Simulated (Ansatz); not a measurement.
The relaxed structure here is a generated cell of ZrS2: the first start was made by placing the elements on the sites of a structure type, and the end was not matched to a known phase here, so it may be hypothetical. Known forms of ZrS2 include space group No. 164.

The end point of a relaxation of ZrS$_{2}$. Space group Pa-3 (No. 205). Calculation: PBE (plane waves to 420 eV, PAW, scalar-relativistic; Ansatz, a first-principles code).

```xyz
12
Lattice="6.3459 0.0000 0.0000 0.0000 6.3459 0.0000 0.0000 0.0000 6.3459" Properties=species:S:1:pos:R:3 pbc="T T T"
Zr     0.0000     0.0000     0.0000
Zr     3.1729     3.1729     0.0000
Zr     0.0000     3.1729     3.1729
Zr     3.1729     0.0000     3.1729
S      2.2070     2.2070     2.2070
S      5.3800     0.9659     4.1389
S      4.1389     5.3800     0.9659
S      0.9659     4.1389     5.3800
S      4.1389     4.1389     4.1389
S      0.9659     5.3800     2.2070
S      2.2070     0.9659     5.3800
S      5.3800     2.2070     0.9659
```

**Question.** Predict the band gap from PBE.

**Answer.** 0.28 eV, indirect (valence top at Γ, conduction bottom at R) (no spin-orbit coupling).

**Question.** Predict the smallest direct gap from PBE.

**Answer.** 0.50 eV at Γ.

No spin polarisation in the result.

The run could not lose the symmetry of its start, so the end can be a saddle point.
